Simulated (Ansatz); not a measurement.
A geometry of CsPbBr$_{3}$ away from equilibrium: the start of the relaxation of a relaxed CsPbBr3 cell, doubled along one cell vector, shaken by Gaussian noise of σ = 0.08 Å a coordinate. Level of theory: PBEsol (plane waves to 420 eV, PAW, scalar-relativistic; Ansatz, a first-principles code). Γ-centred k-mesh 2×4×4 on the run's cell (coarser than for final values), Fermi–Dirac smearing 0.05 eV.

```xyz
10
Lattice="11.7057 0.0000 0.0000 0.0000 5.8528 0.0000 0.0000 0.0000 6.2605" Properties=species:S:1:pos:R:3:forces:R:3 pbc="T T T" free_energy=-51105.757 pressure_GPa=0.3
Br     0.0000     2.9837    -0.0517   -0.3346   -0.0277   -0.0252
Br     5.8577     3.1172    -0.0583   -0.2332    0.0586   -0.0630
Br     2.9167    -0.0116     0.1322   -0.0216   -0.0607    0.1088
Br     8.7401    -0.0241    -0.0193    0.0168    0.2416   -0.0357
Br     2.7713     2.8962    -0.0219   -0.0555    0.0766   -0.0494
Br     8.8179     2.9448    -0.0359    0.5611   -0.2381   -0.2263
Cs     2.9587     2.9317     3.0933    0.1162    0.0526    0.0453
Cs     8.7160     2.9949     3.0590   -0.0530    0.0275    0.1964
Pb    -0.0279     0.0246     3.1656    0.0021   -0.0198    0.0195
Pb     5.8707     0.0376     3.1468    0.0016   -0.1107    0.0295
```

Positions in Å, forces in eV/Å, free energy of the cell in eV (comparable only within this code, potentials and settings). Largest force: 0.65 eV/Å, on Br6 (atoms numbered as listed); the geometry lies 1.19 eV/atom above the end of its relaxation.

Spin-polarised start, with parallel moments on Pb.

No spin polarisation in the result: the starting moments vanished.

The end of the path is a generated cell of CsPbBr3: the first start was made by a random draw of sites in a space group, and the end was not matched to a known phase here, so it may be hypothetical. Known forms of CsPbBr3 include space group No. 62, 221.
